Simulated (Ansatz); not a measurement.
The relaxed structure here is a generated cell of BP: the first start was made by placing the elements on the sites of a structure type, and the end was not matched to a known phase here, so it may be hypothetical. Known forms of BP include space group No. 216.

A relaxed structure of BP. Method: PBEsol (plane waves to 420 eV, PAW, scalar-relativistic; Ansatz, a quantum-chemistry and plane-wave program).

```
CELL_PARAMETERS angstrom
      6.25566     0.00000     0.00000
      0.00000     3.21466     0.00000
      0.00000     0.00000     5.36229
ATOMIC_POSITIONS crystal
  B  0.66176 0.75000 0.89853
  B  0.83824 0.25000 0.39853
  B  0.33824 0.25000 0.10147
  B  0.16176 0.75000 0.60147
  P  0.33872 0.75000 0.89289
  P  0.16128 0.25000 0.39289
  P  0.66128 0.25000 0.10711
  P  0.83872 0.75000 0.60711
```

Question: Determine the symmetry and give the standard cell with its independent sites.

Answer: Space group Pnma (No. 62); a = 6.2557 Å, b = 3.2147 Å, c = 5.3623 Å, α = 90.00°, β = 90.00°, γ = 90.00°

| atom | site | symmetry | x | y | z |
|---|---|---|---|---|---|
| B | 4c | .m. | 0.3382 | 0.2500 | 0.1015 |
| P | 4c | .m. | 0.1613 | 0.2500 | 0.3929 |

Question: Give the shortest distances between elements (the closest pairs, up to four, under 3.6 Å).

Answer: B–P 1.92 Å; B–B 2.80 Å; P–P 2.82 Å.

- Volume per atom = 13.48 Å³
- Band gap = 0.59 eV, indirect (valence top at Γ, conduction bottom at U) (no spin-orbit coupling)
- Smallest direct gap = 1.03 eV at Γ

No spin polarisation in the result.

The run could not lose the symmetry of its start: the end is stationary, and may be a saddle point rather than a minimum.
